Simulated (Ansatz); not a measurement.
AlN:
```xyz
4
Lattice="3.1065 0.0000 0.0000 -1.5533 2.6903 0.0000 0.0000 0.0000 4.9782" Properties=species:S:1:pos:R:3 pbc="T T T"
Al     1.5533     0.8968     2.4851
Al     0.0000     1.7936     4.9742
N      1.5533     0.8968     4.3848
N      0.0000     1.7936     1.8957
```

Cartesian axes are those of the cell as given.

Task: Give the high-frequency dielectric tensor and the Born effective charge tensors of the independent atoms from DFPT, plane-wave PAW r²SCAN (Ansatz code).

Result: 
ε∞:
```
4.14  0.00  0.00
0.00  4.14  0.00
0.00  0.00  4.33
```
Z* of atom 1 (Al), rows: field, columns: displacement, in e:
```
2.53  0.00  0.00
0.00  2.53  0.00
0.00  0.00  2.68
```
Z* of atom 3 (N), rows: field, columns: displacement, in e:
```
-2.53   0.00   0.00
 0.00  -2.53   0.00
 0.00   0.00  -2.68
```

Static charges for comparison (Bader): Al1 +2.49, N3 -2.49 e. Born charges measure polarisation by displacement and can exceed these by far.

Space group P6_3mc (wurtzite). Symmetry was held in the r²SCAN relaxation.

Potentials: the earlier of the program's two PAW sets.
